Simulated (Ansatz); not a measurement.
Sn (beta-Sn type, space group I4_1/amd)

```
CELL_PARAMETERS angstrom
     -2.91656     2.91656     1.57902
      2.91656    -2.91656     1.57902
      2.91656     2.91656    -1.57902
ATOMIC_POSITIONS crystal
  Sn 0.75000 0.25000 0.50000
  Sn 0.00000 0.00000 0.00000
```

In this cell atom 1 (Sn, nearest neighbour Sn at 3.022 Å; its periodic images, 3.2 Å or more away, move with it) is moved by u·(1.000, 0.000, 0.000) + v·(0.000, 1.000, 0.000); the rest is frozen.

The numbers are results of PBEsol (plane waves to 420 eV, PAW, scalar-relativistic; Ansatz, a first-principles code), not measurements. k mesh 13×13×13 (Γ-centred), Fermi-Dirac smearing 0.05 eV. Compression counts positive. With partly filled bands, energies and forces of such displacements shift with the k mesh and the smearing. Sn was relaxed with its symmetry unable to fall. The PAW data are Ansatz's earlier set. The last digit holds for this mesh only.

Changes of P (GPa) from the point u = 0.000 Å, v = 0.000 Å when one coordinate moves alone (two changes are said to add if the coupling is within 5 % of the smaller one, nearly so within 20 %):

| point | change |
|---|---|
| u = 0.000 Å, v = -0.760 Å | 17.14 |
| u = 0.000 Å, v = -0.380 Å | 3.47 |
| u = -0.760 Å, v = 0.000 Å | 17.14 |
| u = -0.380 Å, v = 0.000 Å | 3.47 |
| u = 0.380 Å, v = 0.000 Å | 3.47 |
| u = 0.760 Å, v = 0.000 Å | 17.14 |
| u = 0.000 Å, v = 0.380 Å | 3.47 |
| u = 0.000 Å, v = 0.760 Å | 17.14 |

### Question
What is the change at u = 0.760 Å, v = 0.380 Å, where both move, and how far is it from the sum?

### Answer
The sum of the single changes is 17.14 + (3.47) = 20.61; the calculation gives 17.68, so the coupling contributes -2.93 (over 20 % of the smaller single change, not additive).

### Question
What is the change at u = -0.760 Å, v = 0.760 Å, where both move, and how far is it from the sum?

### Answer
The sum of the single changes is 17.14 + (17.14) = 34.28; the calculation gives 22.59, so the coupling contributes -11.69 (over 20 % of the smaller single change, not additive).

(For displaced atoms, the force is minus the slope of the energy, and its curvature is a force constant, which sets phonon frequencies.)
